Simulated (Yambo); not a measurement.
Na$_{3}$MoO$_{3}$F$_{3}$ (space group R3, No. 146): one transition space (4×4×4 mesh, 18 valence and 7 conduction bands, Tamm-Dancoff) with different kernels in Yambo, on PBEsol orbitals; field along x. BSE alone uses the static screening with 88 bands and a 3 Ry block; its scissor and those of RPA and TDDFT come from G0W0, that of the TDHF-type run from bare exchange. Axes are Cartesian, with cell vectors (Å) (2.78, 1.61, 4.84), (-2.78, 1.61, 4.84), (0.00, -3.21, 4.84).

```tsv
kernel	scissor (eV)	direct gap with it (eV)	lowest state (eV)
BSE (screened electron-hole attraction)	3.16	7.41	?
RPA (no attraction)	3.16	7.41	7.41 (weak)
TDHF-type (unscreened attraction, exchange-only scissor)	10.79	15.04	?
```

Q: Complete the blanks.

A: 
- BSE (screened electron-hole attraction), lowest state (eV): 3.92 (dark)
- TDHF-type (unscreened attraction, exchange-only scissor), lowest state (eV): 7.23 (dark)

RPA leaves the lowest state at the direct gap: no bound exciton. These are vertical excitations (zero momentum); the indirect quasiparticle gap, about 7.19 eV, is smaller than the direct one (7.41 eV on the GW mesh). Spin singlets only. Strong means a line over 3 % of the spectrum's maximum, dark under 0.03 %. Absolute energies carry the error of the G0W0 scissor, whose convergence isn't established; the long-wavelength screening was taken along (1,1,1) although the crystal is anisotropic. Convergence of the binding with the mesh was not shown.

Spin-orbit coupling is not included.

Geometry of the Materials Project entry, not relaxed at this level; primitive cell a = 5.8061 Å, b = 5.8061 Å, c = 5.8061 Å, α = 57.29°, β = 57.29°, γ = 57.29°.
